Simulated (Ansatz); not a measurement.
The relaxed structure here is a generated cell of GaN: the first start was made by placing the elements on the sites of a structure type, and the end was not matched to a known phase here, so it may be hypothetical. Known forms of GaN include space group No. 186, 216.

A structure of GaN relaxed with PBEsol (plane waves to 420 eV, PAW, scalar-relativistic; Ansatz, an electronic-structure program); single points at other levels follow on the same geometry (Ansatz, PAW; HSE06 at 420 eV on a 8×8×4 k-mesh; no spin-orbit coupling). Space group P6₂22 (No. 180).

```xyz
6
Lattice="3.1254 0.0000 0.0000 -1.5627 2.7067 0.0000 0.0000 0.0000 7.3596" Properties=species:S:1:pos:R:3 pbc="T T T"
Ga     1.5627     0.0000     3.6798
Ga    -0.7813     1.3533     1.2266
Ga     0.7813     1.3533     6.1330
N      1.5627     0.0000     0.0000
N     -0.7813     1.3533     4.9064
N      0.7813     1.3533     2.4532
```

| level | gap (eV) | kind | conduction minimum |
|---|---|---|---|
| PBEsol | 1.47 | indirect | Γ |
| HSE06 | ___ | – | ___ |

Problem. Fill in the missing entries.

Solution. 
- HSE06, gap (eV): 2.67
- HSE06, conduction minimum: Γ

HSE06 gaps come from a coarse mesh plus a few chosen points, so they may be too large. No spin polarisation in the result.

The run could not lose the symmetry of its start: the end is stationary, and may be a saddle point rather than a minimum.
